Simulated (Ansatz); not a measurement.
HfO2:
```
HfO2
1.0
    0.00000     2.54876     2.54876
    2.54876     0.00000     2.54876
    2.54876     2.54876     0.00000
Hf O
1 2
Direct
  0.00000   0.00000   0.00000
  0.25000   0.25000   0.25000
  0.75000   0.75000   0.75000
```

Relaxed with PBE. Special points in fractions of this cell's reciprocal vectors: Γ (0.000, 0.000, 0.000); X (0.500, 0.000, 0.500); U (0.625, 0.250, 0.625); K (0.375, 0.375, 0.750); L (0.500, 0.500, 0.500); W (0.500, 0.250, 0.750).

### Question
List the band energies nearest the valence-band maximum at these points for DFT-PBE in the program Ansatz with PAW potentials.

### Answer
In eV from the valence-band maximum; about four levels below and three above (degenerate sets whole), none deeper than 8.9 eV; points with the same levels are listed once.

| k | below | above |
|---|---|---|
| Γ | -5.29 -5.29 -5.29 -0.61 -0.61 -0.61 | 3.85 3.85 5.66 |
| X | -3.44 -3.44 -1.55 -1.55 0.00 | 3.75 5.43 6.49 |
| U | -3.32 -2.24 -1.34 -0.33 | 4.27 5.35 6.78 |
| L | -3.07 -2.69 -1.82 -1.82 | 4.55 4.55 6.85 |
| W | -2.56 -2.56 -1.42 -0.20 | 4.75 5.09 6.95 6.95 |

Space group Fm-3m (fluorite). This is a known high-temperature phase of the composition, computed here at zero pressure and temperature. The cell was relaxed with PBE under the symmetry of its start; its stability against distortions is not shown here. The run is not spin-polarised. Scalar-relativistic: spin–orbit coupling is off unless named, which matters more the heavier the elements.

Potentials: the later of the program's two PAW sets.
